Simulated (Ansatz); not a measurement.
BeTe (wurtzite, space group No. 186) under volume change, the program Ansatz at the LDA level (PAW), shape and atoms relaxed at each volume.

| V (Å³/atom) | E − E(relaxed) (meV/atom) | P (GPa) |
|---|---|---|
| 19.484 | ___ | ___ |
| 20.126 | 16.9 | 4.45 |
| 20.768 | 4.0 | 2.06 |
| 21.411 | 0.0 | 0.00 |
| 22.053 | 3.6 | -1.77 |
| 22.695 | ___ | ___ |
| 23.338 | 29.8 | -4.61 |

Question: Fill in the missing entries.

Answer: 
- 22.695, E − E(relaxed) (meV/atom): 13.9
- 22.695, P (GPa): -3.29
- 19.484, E − E(relaxed) (meV/atom): 40.2
- 19.484, P (GPa): 7.23

Question: What does a third-order Birch–Murnaghan fit give for V₀, B₀ and B′?

Answer: V₀ = 21.41 Å³/atom, B₀ = 63.5 GPa, B′ = 4.0.

Space group P6_3mc (wurtzite). The first step of the workflow began from a Materials Project structure, measured or hypothetical; the Crystallography Open Database copy checked does not list it. COD files the formula under space group No. 216, so this cell is another polymorph or a model. Whether it is the stable phase at ambient conditions was not checked. The LDA relaxation kept the symmetry of its start; of distortions, only those at the zone centre were tested. Spin–orbit coupling is left out wherever it is not named.

Potentials: the later of the program's two PAW sets.
